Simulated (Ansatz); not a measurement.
NaTl3F6:
```yaml
crystal:
  lattice:
    - [0.00000, 4.38624, 4.38624]
    - [4.38624, 0.00000, 4.38624]
    - [4.38624, 4.38624, 0.00000]
  atoms:
    - { symbol: Na, position: [0.00000, 0.00000, 0.00000] }
    - { symbol: Tl, position: [0.25000, 0.25000, 0.25000] }
    - { symbol: Tl, position: [0.75000, 0.75000, 0.75000] }
    - { symbol: Tl, position: [0.50000, 0.50000, 0.50000] }
    - { symbol: F, position: [0.74633, 0.25367, 0.25367] }
    - { symbol: F, position: [0.25367, 0.74633, 0.74633] }
    - { symbol: F, position: [0.25367, 0.74633, 0.25367] }
    - { symbol: F, position: [0.74633, 0.25367, 0.74633] }
    - { symbol: F, position: [0.25367, 0.25367, 0.74633] }
    - { symbol: F, position: [0.74633, 0.74633, 0.25367] }
```

Relaxed with r²SCAN.

Task: Map the electron localisation function on the plane through (0.000, 0.000, 0.000) spanned by u = [1, 0, 0] and v = [0, 1, -1] in lattice vectors, from DFT-r²SCAN in the program Ansatz with PAW potentials.

Result: x is the fraction of u, y of v (the angle between them is 90°; rows are the nearest grid lines); atoms in the plane: Na at (0.00, 0.00), Tl at (0.50, 0.50), F at (0.25, 0.75), F at (0.75, 0.25), F at (0.25, 0.25), F at (0.75, 0.75).
```
|.-*#=                      =#*-.|
|-=##-                      -##=-|
|##+.  -*#*+-.      .-+*#*-  .+##|
|=-   =%@@@%*=.    .=*%@@@%=   -=|
|    =%@@@@@%*-    -*%@@@@@%=    |
|  :*@@@#*%@@%=.  .=%@@%*#@@@*:  |
|  :#@@@*=#@@#-.  .-#@@#=*@@@#:  |
|  :*@@@%#%@@*:....:*@@%#%@@@*:  |
|  .-*%@@@@#-.:----:.-#@@@@%*-.  |
|   .=*#%#*-.:------:.-*#%#*=.   |
|    .-==-:.:--:..:--:.:-==-.    |
|         .:--.    .--:.         |
|         .:--.    .--:.         |
|    .-==-:.:--:..:--:.:-==-.    |
|   .=*#%#*-.:------:.-*#%#*=.   |
|  .-*%@@@@#-.:----:.-#@@@@%*-.  |
|  :*@@@%#%@@*:....:*@@%#%@@@*:  |
|  :#@@@*=#@@#-.  .-#@@#=*@@@#:  |
|  :*@@@#*%@@%=.  .=%@@%*#@@@*:  |
|    =%@@@@@%*-    -*%@@@@@%=    |
|=-   =%@@@%*=.    .=*%@@@%=   -=|
|##+.  -*#*+-.      .-+*#*-  .+##|
|-=##-                      -##=-|
|.-*#=                      =#*-.|
```
Scale: ten equal steps from 0.001 (start of ' ') to 0.822 (end of '@'), in the order ' .:-=+*#%@'; x runs from 0.000 to 1.00, y from 0.000 (bottom) to 1.00 (top).

The density is the valence pseudo-density with augmentation charge, so density and ELF within about 1 Å of a nucleus are not all-electron values.

Space group Fm-3m. The first step of the workflow began from a Materials Project structure, measured or hypothetical; the Crystallography Open Database copy checked does not list it. Whether it is the stable phase at ambient conditions was not checked. Symmetry was held in the r²SCAN relaxation; its stability against distortions is not shown here. Spin–orbit coupling is left out wherever it is not named.

Potentials: the later of the program's two PAW sets.
